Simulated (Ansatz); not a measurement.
GaN:
```xyz
2
Lattice="0.0000 2.2742 2.2742 2.2742 0.0000 2.2742 2.2742 2.2742 0.0000" Properties=species:S:1:pos:R:3 pbc="T T T"
N      3.4113     3.4113     3.4113
Ga     0.0000     0.0000     0.0000
```

Tensor components refer to the Cartesian frame of this cell.

Problem. Give the high-frequency dielectric tensor and the Born effective charge tensors of the independent atoms from DFPT, PBE in the plane-wave PAW code Ansatz.

Solution. 
ε∞:
```
6.15  0.00  0.00
0.00  6.15  0.00
0.00  0.00  6.15
```
Z* of atom 1 (N), rows: field, columns: displacement, in e:
```
-2.69   0.00   0.00
 0.00  -2.69   0.00
 0.00   0.00  -2.69
```
Z* of atom 2 (Ga), rows: field, columns: displacement, in e:
```
2.69  0.00  0.00
0.00  2.69  0.00
0.00  0.00  2.69
```

Static charges for comparison (Bader): N1 -1.54, Ga2 +1.54 e. Born charges measure polarisation by displacement and can exceed these by far.

Space group F-43m (zinc blende). The cell was relaxed with PBE under the symmetry of its start. Spin–orbit coupling is left out wherever it is not named.

Potentials: the later of the program's two PAW sets.
